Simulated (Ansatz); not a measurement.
# MoN2: energy along a strain

MoN2, P4/mbm, a = 4.287 Å, c = 2.728 Å. The structure is a Materials Project entry; whether it is the stable form wasn't checked. Ansatz: PBEsol, PAW, 420 eV, Γ-centred 12×12×18 mesh on 6 atoms, Gaussian smearing 0.15 eV; no spin polarisation. Cell vectors (Å): 4.287 0.000 0.000; 0.000 4.287 0.000; 0.000 0.000 2.728. The cell is strained by x per cent times the pattern (1 -1 0 0 0 0) in the order xx yy zz yz xz xy (engineering shears), with fractional coordinates held. y is the free energy over the start, V0 = 8.356 Å³/atom. Symmetry makes y even in x. Points with a strain past 8.5 % were computed too (4) and aren't used here.

| x (%) | y (meV/atom) |
| --- | --- |
| -7.50 | 170.81 |
| 0.00 | 0.00 |
| 1.87 | ? |
| 3.75 | 42.85 |
| 5.62 | 96.15 |

Task: Fit y = c2 x² + c4 x⁴ to the other rows, get the stiffness along the pattern, and predict the missing energy.

Result: Least squares on the rows shown. y = 3.0527 x² − 0.00028396 x⁴. The clamped-ion stiffness p·C·p = 2 × 30.53 eV × 160.2 / 8.356 Å³ = 1171 GPa. At x = 1.87 the fit asked for gives 10.67 meV/atom. The run gave 10.64 meV/atom, so the fit is 0.03 meV/atom too high, within twice the rms miss on the fitted rows (0.02 meV/atom).

Cost: 9 runs of about 5.4 core-minutes in all, on Arm Neoverse V1 (shared hosts).